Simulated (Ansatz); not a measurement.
CsCu2ICl2, first-principles data

CsCu$_{2}$ICl$_{2}$:
```cif
data_Cl4Cs2Cu4I2
_chemical_formula_sum 'Cs2 Cu4 I2 Cl4'
_space_group_name_H-M_alt 'P21/m'
_space_group_IT_number 11
_space_group_name_Hall '-P 2yb'
_cell_length_a 7.55236
_cell_length_b 5.39631
_cell_length_c 8.71903
_cell_angle_alpha 90.000
_cell_angle_beta 110.655
_cell_angle_gamma 90.000
loop_
_space_group_symop_operation_xyz
  'x, y, z'
  '-x, -y, -z'
  '-x, y+1/2, -z'
  'x, -y+1/2, z'
loop_
_atom_site_label
_atom_site_type_symbol
_atom_site_symmetry_multiplicity
_atom_site_Wyckoff_symbol
_atom_site_fract_x
_atom_site_fract_y
_atom_site_fract_z
_atom_site_occupancy
Cs1 Cs 2 e 0.67312 0.25000 0.36859 1
Cu1 Cu 4 f 0.11336 0.00113 0.14722 1
I1 I 2 e 0.20221 0.25000 0.92290 1
Cl1 Cl 2 e 0.13117 0.25000 0.37101 1
Cl2 Cl 2 e 0.38092 0.75000 0.25574 1
```

Space group P2_1/m (No. 11); conventional cell a = 7.552 Å, b = 5.396 Å, c = 8.719 Å, α = 90.00°, β = 110.65°, γ = 90.00°.

Method: PBEsol (plane waves, PAW; program Ansatz). Geometry: relaxed at this level of theory. Other levels are named where they apply.

**Cell and energy**

* **Volume per atom**: 27.71 Å³
* **Density**: 4.57 g/cm³
* **Formation energy from the elements (no fitted shifts)**: -0.87 eV/atom

**Electronic structure**

- Band gap: 2.09 eV (direct)
- Valence-band maximum: at Γ
- Conduction-band minimum: at Γ
- Electron effective mass: 0.32, 0.38, 0.41 mₑ (principal values)
- Electron effective mass with spin–orbit coupling: 0.32, 0.37, 0.41 mₑ (principal values)
- Hole effective mass: 1.2, 2.8, 6.7 mₑ (principal values)
- Hole effective mass with spin–orbit coupling: 1.2, 2.0, 5.2 mₑ (principal values)
- HSE06 gap on the PBEsol cell: 3.64 eV
- Gap with spin–orbit coupling: 2.04 eV

**Mechanics**

- Bulk modulus (Birch–Murnaghan fit) = 12.7 GPa
- Pressure derivative B′ = 8.3

**Charges**

- Bader charges: Cs +0.84, Cu +0.40, I -0.30, Cl -0.67 e

The workflow started from a Materials Project entry (that database holds measured and hypothetical structures alike); the Crystallography Open Database copy checked does not list it. Whether it is the stable phase at ambient conditions was not checked. Symmetry was held in the PBEsol relaxation; its stability against distortions is not shown here. The run is not spin-polarised. The references are the lowest solids computed at this level, not always the standard phases (solids in place of the gases). Scalar-relativistic: spin–orbit coupling is off unless named, which matters more the heavier the elements.

Potentials: the later of the program's two PAW sets.
